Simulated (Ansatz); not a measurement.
BaHfO3:
```cif
data_BaHfO3
_chemical_formula_sum 'Ba1 Hf1 O3'
_space_group_name_H-M_alt 'P 1'
_space_group_IT_number 1
_cell_length_a 4.12128
_cell_length_b 4.12128
_cell_length_c 4.12128
_cell_angle_alpha 90.000
_cell_angle_beta 90.000
_cell_angle_gamma 90.000
loop_
_space_group_symop_operation_xyz
  'x, y, z'
loop_
_atom_site_label
_atom_site_type_symbol
_atom_site_fract_x
_atom_site_fract_y
_atom_site_fract_z
_atom_site_occupancy
Ba1 Ba 0.50000 0.50000 0.50000 1
Hf1 Hf 0.00000 0.00000 0.00000 1
O1 O 0.00000 0.50000 0.00000 1
O2 O 0.50000 0.00000 0.00000 1
O3 O 0.00000 0.00000 0.50000 1
```

Relaxed with LDA.

Question: Which orbitals make up the states near the band edges in LDA in the plane-wave PAW code Ansatz?

Answer: Top 1 eV of the valence band: O 2p 94 %. Bottom 1 eV of the conduction band: Hf 5d 84 %, O 2p 5 %, outside the projected shells 10 %. Projections are on Löwdin-orthogonalised atomic valence shells; empty p or d shells of many metals are not among them.

Question: Tabulate the density of states.

Answer: States/eV per cell of 5 atoms, in 0.25 eV bins, energy from the valence-band maximum.

```tsv
E (eV)	total	O 2p	Hf 5d	Ba 6s
-7.85	0.00	0.00	0.00	0.00
-7.60	0.00	0.00	0.00	0.00
-7.35	0.00	0.00	0.00	0.00
-7.10	0.00	0.00	0.00	0.00
-6.85	0.00	0.00	0.00	0.00
-6.60	0.00	0.00	0.00	0.00
-6.35	0.00	0.00	0.00	0.00
-6.10	0.00	0.00	0.00	0.00
-5.85	0.00	0.00	0.00	0.00
-5.60	0.00	0.00	0.00	0.00
-5.35	0.00	0.00	0.00	0.00
-5.10	0.00	0.00	0.00	0.00
-4.85	0.00	0.00	0.00	0.00
-4.60	0.00	0.00	0.00	0.00
-4.35	0.42	0.32	0.02	0.00
-4.10	2.40	1.76	0.29	0.00
-3.85	2.47	1.76	0.44	0.02
-3.60	2.84	1.98	0.65	0.04
-3.35	2.95	2.07	0.63	0.06
-3.10	3.46	2.48	0.67	0.06
-2.85	3.00	2.19	0.52	0.05
-2.60	3.48	2.53	0.62	0.03
-2.35	8.96	6.66	1.57	0.02
-2.10	6.61	5.38	0.73	0.01
-1.85	3.98	3.33	0.35	0.01
-1.60	2.40	2.06	0.15	0.02
-1.35	3.63	3.21	0.09	0.06
-1.10	3.56	3.22	0.08	0.05
-0.85	6.62	6.11	0.12	0.03
-0.60	7.78	7.22	0.15	0.03
-0.35	5.19	4.92	0.06	0.01
-0.10	2.24	2.18	0.01	0.00
0.15	0.00	0.00	0.00	0.00
0.40	0.00	0.00	0.00	0.00
0.65	0.00	0.00	0.00	0.00
0.90	0.00	0.00	0.00	0.00
1.15	0.00	0.00	0.00	0.00
1.40	0.00	0.00	0.00	0.00
1.65	0.00	0.00	0.00	0.00
1.90	0.00	0.00	0.00	0.00
2.15	0.00	0.00	0.00	0.00
2.40	0.00	0.00	0.00	0.00
2.65	0.00	0.00	0.00	0.00
2.90	0.00	0.00	0.00	0.00
3.15	0.00	0.00	0.00	0.00
3.40	0.00	0.00	0.00	0.00
3.65	0.08	0.00	0.07	0.00
3.90	0.46	0.01	0.40	0.00
4.15	0.81	0.04	0.70	0.00
4.40	0.97	0.07	0.79	0.00
4.65	1.19	0.11	0.92	0.00
4.90	1.36	0.14	0.94	0.00
5.15	1.60	0.17	0.98	0.01
5.40	1.95	0.23	1.10	0.02
5.65	2.36	0.31	1.27	0.03
5.90	2.71	0.37	1.36	0.05
6.15	4.09	0.60	1.95	0.11
6.40	6.34	0.93	2.60	0.30
6.65	2.95	0.28	0.67	0.20
6.90	2.16	0.19	0.37	0.19
7.15	2.26	0.21	0.37	0.27
7.40	3.91	0.36	0.66	0.37
7.65	3.25	0.32	0.62	0.35
7.90	4.17	0.41	0.86	0.23
8.15	3.47	0.50	0.99	0.16
8.40	4.51	0.33	0.63	0.12
```

Space group Pm-3m (cubic perovskite). The cell was relaxed with LDA under the symmetry of its start; phonons on a q-mesh show weakly imaginary modes. No spin polarisation was allowed. Scalar-relativistic: spin–orbit coupling is off unless named, which matters more the heavier the elements.

Potentials: the later of the program's two PAW sets.
